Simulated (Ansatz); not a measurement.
**BAs: zone-centre modes under pressure**

BAs, F-43m, a = 4.732 Å. Ansatz: LDA, PAW, 420 eV, Γ-centred 10×10×10 mesh on 2 atoms, fixed occupations; no spin polarisation. Cell and atoms are relaxed at each pressure with the symmetry kept; optical modes at Γ by linear response, in cm⁻¹, the highest, without the LO field.

```tsv
P (GPa)	V (Å³/atom)	ω1
0	13.245	700.0
5	12.831	722.9
11	12.406	747.6
22	11.772	?
```

Get the mode's Grüneisen parameter γ = −d ln ω/d ln V from the other rows and predict the missing frequency.

ln(V/V0) = 0.0000, -0.0318, -0.0654, -0.1179; a line through ln(ω/ω0) of the 3 known rows gives ω1: γ = 1.006, predicted 788.2, computed 787.7. The miss is 0.1 %, or 1 % of the shift under pressure, so a constant γ serves at that level.